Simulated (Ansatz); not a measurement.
Name crystals whose computed values (plane-wave PAW r²SCAN+D4 (Ansatz code)) fall in these windows: electron conductivity mass (mₑ) 0.21 to 0.27; gap (eV) 1.2 to 1.5.



```
crystal                          electron conductivity mass (mₑ)  gap (eV)
-------------------------------  -------------------------------  --------
InSe, C2/m (In on 4i, Se on 4i)                             0.23      1.40
PbS, Pnma (Pb on 4c, S on 4c)                               0.26      1.49
PbS, Cmcm (Pb on 4c, S on 4c)                               0.25      1.36
```
Others may fit too.

Not the usual ambient phase: InSe, C2/m (In on 4i, Se on 4i); PbS, Pnma (Pb on 4c, S on 4c); PbS, Cmcm (Pb on 4c, S on 4c). All cells were relaxed under the symmetry of their starts (and spin orders); stability against distortions was not tested throughout. Scalar-relativistic: spin–orbit coupling is off unless named, which matters more the heavier the elements.

Potentials: the later of the program's two PAW sets.
